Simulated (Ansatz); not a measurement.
**CaMg (Pm-3m): lattice vibrations**

```
Ca Mg
1.0
     3.92540    0.00000    0.00000
     0.00000    3.92540    0.00000
     0.00000    0.00000    3.92540
Ca Mg
1 1
Cartesian
  0.0000 0.0000 0.0000
  1.9627 1.9627 1.9627
```

Conventional cell: a = 3.925 Å, b = 3.925 Å, c = 3.925 Å, α = 90.00°, β = 90.00°, γ = 90.00°. Around Ca (atom 1) lie 8 Mg at 3.40 Å. Mg (atom 2) is surrounded by 8 Ca at 3.40 Å.

Unless marked otherwise, the numbers come from PBEsol, all-electron LAPW in Ansatz 0.2.0, scalar-relativistic. k mesh 10×10×10, Fermi-Dirac smearing of 0.080 eV, basis error target 1 meV/atom. The cell was relaxed by PAW under this functional. The structure is one entry of a database and needn't be the stable phase.

Atoms are displaced by 0.01 Å in the smallest supercells that hold the wave vectors of a 2×2×2 mesh. Negative values stand for unstable modes.

(1) What are the phonon energies at the solved wave vectors, in THz?

(2) Is the structure dynamically stable at these wave vectors?

(3) How do the optical zone-centre modes decompose, and which are active?

(4) How well do frozen-core PAW files reproduce these all-electron values?

(5) The cell is scaled evenly to 59.276 and 61.695 Å³ (from 60.486), with free atoms relaxed and the shape held. What are the mode Grüneisen parameters γ = −d ln ω/d ln V?

## Answers

(1) 

```
                q  point                       modes (THz)
0.000 0.000 0.000  Gamma                         6.16 (×3)
0.500 0.000 0.000      X  3.82 (×2), 4.01, 4.28, 5.08 (×2)
0.500 0.500 0.000      M  1.65 (×2), 3.53, 5.37, 5.81 (×2)
0.500 0.500 0.500      R              4.06 (×3), 4.88 (×3)
```

(2) Yes, no mode is unstable there; wave vectors off this mesh aren't tested.

(3) Point group m-3m: Γ_opt = T1u.

```json
{"label": "T1u", "THz": "6.16", "activity": "IR", "mostly": "Mg (62 %)"}
```

In a metal the activity is that of symmetry alone; free carriers screen the infrared modes.

(4) With a cutoff of 420 eV and displacements of 0.0025 Å, the r.m.s. difference over the modes is 0.0 cm⁻¹; the largest difference is 133.8 (PAW) against 133.7 cm⁻¹ (LAPW).

(5) For the highest mode, 211.3 cm⁻¹ in the small cell and 200.0 in the large one give γ ≈ 1.37. From the change of the dynamical matrix on each mode:

| point | cm⁻¹ | γ |
| --- | --- | --- |
| Gamma | 205.6 | 1.38 |
| X | 127.3 | 1.18 |
| X | 133.7 | 1.67 |
| X | 142.8 | 1.46 |
| X | 169.3 | 1.28 |
| M | 55.0 | 0.81 |
| M | 117.7 | 0.98 |
| M | 179.0 | 1.23 |
| M | 193.9 | 1.60 |
| R | 135.3 | 1.67 |
| R | 162.7 | 1.43 |

Weighted by the modes' heat capacities at 300 K, the mean on this mesh is 1.30; it moves with the q mesh, and a coarse one overweights the zone boundary.

Caveats: responses of metals move with mesh and smearing; the frozen-core PAW files of the compared runs were fitted under PBE, their cores solved anew for this functional.
